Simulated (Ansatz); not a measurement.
Polymorphs of Os, each relaxed with the program Ansatz at the PBE level (PAW):

A: diamond (Fd-3m)
a = 5.555 Å, b = 5.555 Å, c = 5.555 Å, α = 90.00°, β = 90.00°, γ = 90.00°

```csv
atom,site,symmetry,x,y,z
Os,8b,-43m,0.5000,0.5000,0.5000
```

B: dhcp (α-La type) (P6_3/mmc)
a = 2.7413 Å, b = 2.7413 Å, c = 8.8055 Å, α = 90.00°, β = 90.00°, γ = 120.00°

```csv
atom,site,symmetry,x,y,z
Os,2a,-3m.,0.0000,0.0000,0.0000
Os,2c,-6m2,0.3333,0.6667,0.2500
```

Q: Put the candidates in order of energy per atom at 0 K, lowest first, for PBE.

A: B (+0 meV/atom), A (+1190 meV/atom)

Typed or built starts, not in the databases checked: A. Not the usual ambient phase: A; B. All cells were relaxed under the symmetry of their starts (and spin orders); stability against distortions was not tested throughout. Rows with no word on spin ran without spin polarisation. Scalar-relativistic: spin–orbit coupling is off unless named, which matters more the heavier the elements.

Energies hold the estimated change up to a 700 eV cutoff; steps of a few meV lie near the error of the meshes.

Potentials: the later of the program's two PAW sets.
